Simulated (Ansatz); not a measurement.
The relaxed structure here is a generated cell of Cu2O: the first start was made by placing the elements on the sites of a structure type, and the end was not matched to a known phase here, so it may be hypothetical. Known forms of Cu2O include space group No. 224.

One stationary structure of Cu2O. Space group Fd-3m (No. 227), cubic Laves (MgCu2 type). All values below come from r2SCAN (plane waves to 500 eV, PAW, scalar-relativistic; Ansatz, a quantum-chemistry and plane-wave program).

```cif
data_Cu16O8
_chemical_formula_sum 'Cu16 O8'
_space_group_name_H-M_alt 'Fd-3m :1'
_space_group_IT_number 227
_space_group_name_Hall 'F 4d 2 3 -1d'
_cell_length_a 6.51933
_cell_length_b 6.51933
_cell_length_c 6.51933
_cell_angle_alpha 90.000
_cell_angle_beta 90.000
_cell_angle_gamma 90.000
loop_
_atom_site_label
_atom_site_type_symbol
_atom_site_symmetry_multiplicity
_atom_site_Wyckoff_symbol
_atom_site_fract_x
_atom_site_fract_y
_atom_site_fract_z
_atom_site_occupancy
Cu1 Cu 16 c 0.12500 0.12500 0.12500 1
O1 O 8 b 0.50000 0.50000 0.50000 1
```
(The calculation used a cell of 6 atoms; values per cell refer to that cell.)

| Property | Value |
|---|---|
| Volume per atom | 11.55 Å³ |
| Density | 6.86 g/cm³ |
| Band gap | zero (metallic) |
| Shortest distances | Cu–Cu 2.30 Å; Cu–O 2.70 Å; O–O 2.82 Å |
| k-mesh | 12×12×12 |

Band energies at high-symmetry points (eV from the Fermi level; labels of this space group; no spin-orbit coupling), from −5 eV up to 4.3 eV:

| point | energies |
|---|---|
| Γ | -4.05 -4.05 -4.05 -3.58 -3.58 -3.58 -3.03 -3.03 -2.43 -1.76 -1.76 -1.76 -1.13 -1.13 -1.13 -1.03 -1.03 -1.03 -0.96 -0.96 -0.42 -0.42 -0.42 -0.15 -0.15 -0.15 1.46 |
| X | -3.92 -3.92 -3.18 -3.18 -3.11 -3.11 -2.79 -2.79 -2.08 -2.08 -1.89 -1.89 -1.86 -1.86 -1.75 -1.75 -1.14 -1.14 -1.01 -1.01 -0.49 -0.49 -0.04 -0.04 0.97 0.97 |
| U | -4.63 -3.82 -3.81 -3.34 -3.14 -3.07 -2.97 -2.83 -2.47 -2.32 -2.28 -2.00 -1.85 -1.75 -1.68 -1.55 -1.40 -1.13 -1.10 -1.05 -0.92 -0.76 -0.46 -0.39 -0.06 1.01 1.02 4.03 |
| K | -4.63 -3.82 -3.81 -3.34 -3.14 -3.07 -2.97 -2.83 -2.47 -2.32 -2.28 -2.00 -1.85 -1.75 -1.68 -1.55 -1.40 -1.13 -1.10 -1.05 -0.92 -0.76 -0.46 -0.39 -0.06 1.01 1.02 4.03 |
| L | -4.07 -3.49 -3.49 -3.38 -3.38 -3.24 -3.06 -2.78 -2.78 -2.24 -2.24 -2.10 -1.58 -1.58 -1.51 -1.29 -1.29 -1.05 -1.03 -1.03 -0.84 -0.84 -0.21 -0.15 -0.13 -0.13 1.40 |
| W | -3.65 -3.65 -3.26 -3.26 -3.13 -3.13 -2.48 -2.48 -2.34 -2.34 -1.92 -1.92 -1.76 -1.76 -1.49 -1.49 -1.08 -1.08 -0.87 -0.87 -0.75 -0.75 -0.26 -0.26 1.01 1.01 |

No spin polarisation in the result. No Hubbard U is applied.

The run could not lose the symmetry of its start, so the end can be a saddle point.

All atoms sit on sites fixed by symmetry, so only the cell could relax.
